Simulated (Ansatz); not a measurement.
Relaxed-ion elastic tensor of GePt in space group Pnma (No. 62; Pt on 4c, Ge on 4c) in GPa (Voigt order), plane-wave PAW r²SCAN (Ansatz code); density 13.55 g/cm³, 16.41 Å³ per atom.

```
 234   134   122   0.0   0.0   0.0
 134   224   120   0.0   0.0   0.0
 122   120   228   0.0   0.0   0.0
 0.0   0.0   0.0  75.5   0.0   0.0
 0.0   0.0   0.0   0.0  85.7   0.0
 0.0   0.0   0.0   0.0   0.0  56.3
```

Problem. Is the crystal mechanically stable?

Solution. Yes: the smallest eigenvalue of C is 56.3 GPa.

Problem. Work out the Voigt, Reuss and Hill averages.

Solution. K_V = 160, K_R = 160, K_H = 160; G_V = 64.1, G_R = 61.1, G_H = 62.6 GPa.

Problem. Give Young's modulus, Poisson's ratio, Pugh's ratio and the universal anisotropy index.

Solution. E = 9KG/(3K + G) = 166 GPa; ν = 0.33; K/G = 2.55 (ductile by the Pugh limit of 1.75); A_U = 5G_V/G_R + K_V/K_R − 6 = 0.24.

Problem. Estimate the sound speeds and the Debye temperature.

Solution. v_l = √((K + 4G/3)/ρ) = 4240 m/s, v_t = √(G/ρ) = 2150 m/s, mean 2410 m/s; Θ = (h/k)(3n/4πV)^(1/3) v_m = 282 K.

Problem. Solve the Christoffel equation for the three sound speeds along x, y, z.

Solution. Eigenvalues of C_ijkl n_j n_l equal ρv². In km/s, slowest first: x 2.04, 2.51, 4.16; y 2.04, 2.36, 4.06; z 2.36, 2.51, 4.11.

Problem. How much does each axis shrink under pressure?

Solution. Linear compressibilities β_i = Σ_j S_ij (j = 1 to 3): x 1.9, y 2.1, z 2.2 per TPa.

The r²SCAN relaxation kept the symmetry of its start. No spin polarisation was allowed. As this level gives no gap, shear constants depend on the k-mesh and smearing (Fermi–Dirac, 0.1 eV here). On the denser mesh and wider smearing of the elastic run this cell carries a stress of 0.4 GPa. Scalar-relativistic: spin–orbit coupling is off unless named, which matters more the heavier the elements.

Potentials: the later of the program's two PAW sets.
